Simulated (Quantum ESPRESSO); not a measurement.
# Si2TaHfO7N: input and log of a self-consistent run

A calculation, not a measurement. The program is pw.x of Quantum ESPRESSO 7.5 (plane-wave density functional theory). The cell is made up: 12 atoms on a fluorite lattice, with randomly drawn elements, strain and displacements, not relaxed. PseudoDojo standard norm-conserving files (v0.5 for PBE, v0.4.1 for LDA and PBEsol) set the functional; there is no spin polarisation, spin-orbit coupling or dispersion term, and the masses in the input are unused placeholders. A spin-polarised start on this cell or one of its family kept no moment above 0.05 Bohr magneton at the same smearing; a narrower smearing was not tried.

The hafnium pseudopotential is less sure than the others, with forces about 3 percent (worst 6) and pressure in oxides about 1.5 GPa (worst 2.7) from a second method in checks, which no rerun with the same files tests.

Input:

```
&control calculation='scf', pseudo_dir='./dojo.nc.sr.pbe.v0_5.standard.upf', outdir='./o', disk_io='medium', tprnfor=.true., tstress=.true. /
&system ibrav=0, nat=12, ntyp=5, nbnd=50, ecutwfc=84.00895049, nosym=.true., tot_charge=0,
 occupations='smearing', smearing='fd', degauss=0.0073498644
/
&electrons conv_thr=7.350e-09, electron_maxstep=60, /
ATOMIC_SPECIES
Hf 1.0 Hf.upf
N 1.0 N.upf
O 1.0 O.upf
Si 1.0 Si.upf
Ta 1.0 Ta.upf
CELL_PARAMETERS angstrom
4.8241 0.0 0.0
0.0 4.8241 0.0
0.0 0.0 4.7479
ATOMIC_POSITIONS angstrom
Si -0.0204 0.03 0.0502
Ta -0.048 2.4061 2.3242
Hf 2.5071 0.0174 2.3846
Si 2.4006 2.4094 -0.0246
O 1.1801 1.2349 1.2375
O 1.1665 1.2828 3.5311
O 1.1767 3.5551 1.2243
O 1.2367 3.5868 3.5765
O 3.6181 1.153 1.2024
O 3.6272 1.2523 3.5481
N 3.7191 3.5898 1.2214
O 3.61 3.7187 3.5847
K_POINTS automatic
7 7 7 1 1 1
```

The log is shortened where brackets say so; the opening notice, blank lines, dates and the lines on written files are dropped, and the path of the files is cut. It prints rydbergs, bohrs and kilobars, and counts compression as positive stress.

```
     Program PWSCF v.7.5
     Parallel version (MPI & OpenMP), running on       1 processor cores
     Number of MPI processes:                 1
     Threads/MPI process:                     1
     [start-up lines left out]
     bravais-lattice index     =            0
     lattice parameter (alat)  =       9.1162  a.u.
     unit-cell volume          =     745.6427 (a.u.)^3
     number of atoms/cell      =           12
     number of atomic types    =            5
     number of electrons       =        80.00
     number of Kohn-Sham states=           50
     kinetic-energy cutoff     =      84.0090  Ry
     charge density cutoff     =     336.0358  Ry
     scf convergence threshold =      7.3E-09
     mixing beta               =       0.7000
     number of iterations used =            8  plain     mixing
     Exchange-correlation= PBE
                           (   1   4   3   4   0   0   0)
     [axes and pseudopotential details left out]
   Cartesian axes
     site n.     atom                  positions (alat units)
         1        Si     tau(   1) = (  -0.0042288   0.0062188   0.0104061  )
         2        Ta     tau(   2) = (  -0.0099500   0.4987666   0.4817893  )
         3        Hf     tau(   3) = (   0.5197032   0.0036069   0.4943098  )
         4        Si     tau(   4) = (   0.4976265   0.4994507  -0.0050994  )
         5        O      tau(   5) = (   0.2446259   0.2559856   0.2565245  )
         6        O      tau(   6) = (   0.2418068   0.2659149   0.7319707  )
         7        O      tau(   7) = (   0.2439211   0.7369458   0.2537883  )
         8        O      tau(   8) = (   0.2563587   0.7435169   0.7413818  )
         9        O      tau(   9) = (   0.7500052   0.2390083   0.2492486  )
        10        O      tau(  10) = (   0.7518915   0.2595925   0.7354947  )
        11        N      tau(  11) = (   0.7709417   0.7441388   0.2531871  )
        12        O      tau(  12) = (   0.7483261   0.7708588   0.7430816  )
     number of k points=   172  Fermi-Dirac smearing, width (Ry)=  0.0073
     Number of k-points >= 100: set verbosity='high' to print them.
     Dense  grid:    77605 G-vectors     FFT dimensions: (  54,  54,  54)
     Estimated max dynamical RAM per process >     137.24 MB
     Initial potential from superposition of free atoms
     starting charge      79.9960, renormalised to      80.0000
     Starting wfcs are   60 randomized atomic wfcs
     total cpu time spent up to now is       58.1 secs
     per-process dynamical memory:    79.7 Mb
     Self-consistent Calculation
     iteration #  1     ecut=    84.01 Ry     beta= 0.70
     Davidson diagonalization with overlap
     ethr =  1.00E-02,  avg # of iterations =  2.2
     total cpu time spent up to now is      178.5 secs
     total energy              =    -510.83522049 Ry
     estimated scf accuracy    <       3.93770315 Ry
     iteration #  2     ecut=    84.01 Ry     beta= 0.70
     Davidson diagonalization with overlap
     ethr =  4.92E-03,  avg # of iterations =  3.0
     total cpu time spent up to now is      296.5 secs
     total energy              =    -510.78050617 Ry
     estimated scf accuracy    <       8.38577132 Ry
     iteration #  3     ecut=    84.01 Ry     beta= 0.70
     Davidson diagonalization with overlap
     ethr =  4.92E-03,  avg # of iterations =  2.2
     total cpu time spent up to now is      428.9 secs
     total energy              =    -512.53603374 Ry
     estimated scf accuracy    <       1.03736909 Ry
     iteration #  4     ecut=    84.01 Ry     beta= 0.70
     Davidson diagonalization with overlap
     ethr =  1.30E-03,  avg # of iterations =  2.0
     total cpu time spent up to now is      543.8 secs
     total energy              =    -512.63162056 Ry
     estimated scf accuracy    <       0.13893478 Ry
     iteration #  5     ecut=    84.01 Ry     beta= 0.70
     Davidson diagonalization with overlap
     ethr =  1.74E-04,  avg # of iterations =  2.1
     total cpu time spent up to now is      663.2 secs
     total energy              =    -512.63445254 Ry
     estimated scf accuracy    <       0.03460725 Ry
     [iterations 6 to 9 left out]
     iteration # 10     ecut=    84.01 Ry     beta= 0.70
     Davidson diagonalization with overlap
     ethr =  2.81E-08,  avg # of iterations =  2.2
     total cpu time spent up to now is     1525.8 secs
     total energy              =    -512.64346009 Ry
     estimated scf accuracy    <       0.00000885 Ry
     iteration # 11     ecut=    84.01 Ry     beta= 0.70
     Davidson diagonalization with overlap
     ethr =  1.11E-08,  avg # of iterations =  2.0
     total cpu time spent up to now is     1632.3 secs
     total energy              =    -512.64346095 Ry
     estimated scf accuracy    <       0.00000088 Ry
     iteration # 12     ecut=    84.01 Ry     beta= 0.70
     Davidson diagonalization with overlap
     ethr =  1.10E-09,  avg # of iterations =  2.5
     total cpu time spent up to now is     1787.3 secs
     total energy              =    -512.64346115 Ry
     estimated scf accuracy    <       0.00000029 Ry
     iteration # 13     ecut=    84.01 Ry     beta= 0.70
     Davidson diagonalization with overlap
     ethr =  3.63E-10,  avg # of iterations =  2.1
     total cpu time spent up to now is     1945.7 secs
     total energy              =    -512.64346121 Ry
     estimated scf accuracy    <       0.00000001 Ry
     iteration # 14     ecut=    84.01 Ry     beta= 0.70
     Davidson diagonalization with overlap
     ethr =  1.38E-11,  avg # of iterations =  4.2
     total cpu time spent up to now is     2120.0 secs
     End of self-consistent calculation
     Number of k-points >= 100: set verbosity='high' to print the bands.
     the Fermi energy is    13.1198 ev
!    total energy              =    -512.64346121 Ry
     estimated scf accuracy    <          4.7E-09 Ry
     smearing contrib. (-TS)   =      -0.00429333 Ry
     internal energy E=F+TS    =    -512.63916788 Ry
     The total energy is F=E-TS. E is the sum of the following terms:
     one-electron contribution =     -86.15574553 Ry
     hartree contribution      =      98.67110669 Ry
     xc contribution           =    -130.04552674 Ry
     ewald contribution        =    -395.10900230 Ry
     convergence has been achieved in  14 iterations
     Forces acting on atoms (cartesian axes, Ry/au):
     atom    1 type  4   force =    -0.00513411   -0.04475871    0.01442548
     atom    2 type  5   force =     0.01384256    0.05494251    0.01725600
     atom    3 type  1   force =    -0.10942575   -0.05497539   -0.00872269
     atom    4 type  4   force =    -0.02974978    0.04746082    0.00031850
     atom    5 type  3   force =    -0.00782796   -0.03051132   -0.11995136
     atom    6 type  3   force =     0.03805118   -0.05233462    0.14329042
     atom    7 type  3   force =     0.06576887    0.04327229   -0.08054950
     atom    8 type  3   force =    -0.01578385    0.00022882    0.08299938
     atom    9 type  3   force =     0.03814600    0.03291455   -0.11923338
     atom   10 type  3   force =    -0.01266067    0.05375196    0.11891469
     atom   11 type  2   force =    -0.04516935    0.00199937   -0.13869937
     atom   12 type  3   force =     0.06994287   -0.05199027    0.08995181
     Total force =     0.393438     Total SCF correction =     0.000162
     Computing stress (Cartesian axis) and pressure
          total   stress  (Ry/bohr**3)                   (kbar)     P=      192.19
   0.00105620  -0.00016407   0.00005871          155.37      -24.14        8.64
  -0.00016407   0.00127274  -0.00047520          -24.14      187.23      -69.90
   0.00005871  -0.00047520   0.00159057            8.64      -69.90      233.98
     init_run     :     50.79s CPU     58.02s WALL (       1 calls)
     electrons    :   1946.07s CPU   2061.90s WALL (       1 calls)
     forces       :     39.51s CPU     39.95s WALL (       1 calls)
     stress       :    138.50s CPU    138.98s WALL (       1 calls)
     [timing details left out]
     PWSCF        :  36m15.85s CPU  38m22.44s WALL
     JOB DONE.
```

In other units: free energy -6974.870 eV for the cell, pressure 19.22 GPa, largest force component 3.684 eV/Å. A rerun of the same cell at another strain at a cutoff of 1437 eV and k mesh 9 x 9 x 9 moved values by no more than 0.005 eV in energy, 0.05 GPa in stress and 0.011 eV/Å in force.